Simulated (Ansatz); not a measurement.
# BP at 12 GPa: from Born charge to LO–TO splitting and polaron coupling

All numbers below come from DFT LDA, scalar-relativistic, plane waves, PAW (Ansatz 0.2.0). Settings: 420 eV plane-wave cutoff, Γ-centred 10×10×10 mesh, fixed occupations. No spin polarisation. Phonons by linear response, acoustic sum rule imposed.

The cell, relaxed at 12 GPa:
```cif
data_structure
_symmetry_space_group_name_H-M 'F-43m'
_symmetry_Int_Tables_number 216
_cell_length_a 4.4002
_cell_length_b 4.4002
_cell_length_c 4.4002
_cell_angle_alpha 90.000
_cell_angle_beta 90.000
_cell_angle_gamma 90.000
_cell_volume 85.19
loop_
_atom_site_label
_atom_site_type_symbol
_atom_site_symmetry_multiplicity
_atom_site_Wyckoff_symbol
_atom_site_fract_x
_atom_site_fract_y
_atom_site_fract_z
_atom_site_occupancy
B1 B 4 a 0.00000 0.00000 0.00000 1
P1 P 4 c 0.25000 0.25000 0.25000 1
```

Linear response gives ν_TO = 872.4 cm⁻¹, Born charges ±0.840 e (positive on P) and ε∞ = 9.166. The primitive cell holds 21.298 Å³, and the masses are 10.810 and 30.974 amu.

**Question.** Find ν_LO and the static dielectric constant.

**Answer.** The long-wave field adds a restoring force: ω_LO² − ω_TO² = Z*²e²/(ε_vac ε∞ μV). In these units ν_LO² − ν_TO² = 4.92064×10⁷ Z*²/(μ V ε∞) cm⁻², with μ = m₁m₂/(m₁ + m₂) = 8.013 amu: 22184 cm⁻². So ν_LO = √(872.4² + 22184) = 885.0 cm⁻¹, and the run gives 885.0. Lyddane–Sachs–Teller then gives ε0 = ε∞ (ν_LO/ν_TO)² = 9.43, against 9.43 in the run (it forms both from the same three quantities, so the match checks the arithmetic only). Between ν_TO and ν_LO the dielectric function is negative and an undamped crystal reflects fully: a reststrahlen band from 11.3 to 11.5 μm.

**Question.** What do the Clausius–Mossotti polarisability and the Szigeti charge come to?

**Answer.** With the Lorentz local field, α = (3V/4π)(ε∞ − 1)/(ε∞ + 2) = 3.72 Å³ for the pair, and e_S = 3Z*/(ε∞ + 2) = 0.23 e. The Born charge includes the electrons' response to the dipole's own local field, and e_S takes that enhancement out. The Lorentz field assumes point-like polarisable ions, a poor picture once ε∞ is this large, since the electron clouds then overlap or are shared, so both numbers are formal here.

**Question.** How strongly does a slow electron couple to the LO mode?

**Answer.** For one isotropic parabolic band, Fröhlich's constant is α_F = (1/ε∞ − 1/ε0) √(m* Ry/ħω_LO), with Ry = 13.606 eV, ħω_LO = 109.7 meV and m* in free-electron masses: α_F = 0.0031 × 11.14 × √m* = 0.03 √m*. The band mass isn't part of this run; for m* = 0.1, 0.3 and 1 it gives 0.01, 0.02, 0.03. In weak coupling the polaron lies α_F ħω_LO below the band edge (2 meV at m* = 0.3) with a mass m*(1 + α_F/6); past α_F of about 5 or 6 that expansion fails. A semilocal functional's ε∞ tends to be too large, which taken alone lowers α_F.

Cost: 1 run of about 0.47 core-minutes, on Intel Xeon Platinum 8259CL (Skylake/Cascade Lake) (shared hosts).